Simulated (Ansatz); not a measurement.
PbF2:
```yaml
crystal:
  lattice:
    - [0.00000, 2.96076, 2.96076]
    - [2.96076, 0.00000, 2.96076]
    - [2.96076, 2.96076, 0.00000]
  atoms:
    - { symbol: Pb, position: [0.00000, 0.00000, 0.00000] }
    - { symbol: F, position: [0.25000, 0.25000, 0.25000] }
    - { symbol: F, position: [0.75000, 0.75000, 0.75000] }
```

Cartesian axes are those of the cell as given.

Q: Give the high-frequency dielectric tensor and the Born effective charge tensors of the independent atoms from DFPT, plane-wave PAW r²SCAN (Ansatz code).

A: 
ε∞:
```
3.18  0.00  0.00
0.00  3.18  0.00
0.00  0.00  3.18
```
Z* of atom 1 (Pb), rows: field, columns: displacement, in e:
```
3.22  0.00  0.00
0.00  3.22  0.00
0.00  0.00  3.22
```
Z* of atom 2 (F), rows: field, columns: displacement, in e:
```
-1.61   0.00   0.00
 0.00  -1.61   0.00
 0.00   0.00  -1.61
```

Static charges for comparison (Bader): Pb1 +1.62, F2 -0.81 e. Born charges measure polarisation by displacement and can exceed these by far.

Space group Fm-3m (fluorite). The r²SCAN relaxation kept the symmetry of its start. Scalar-relativistic: spin–orbit coupling is off unless named, which matters more the heavier the elements.

Potentials: the later of the program's two PAW sets.
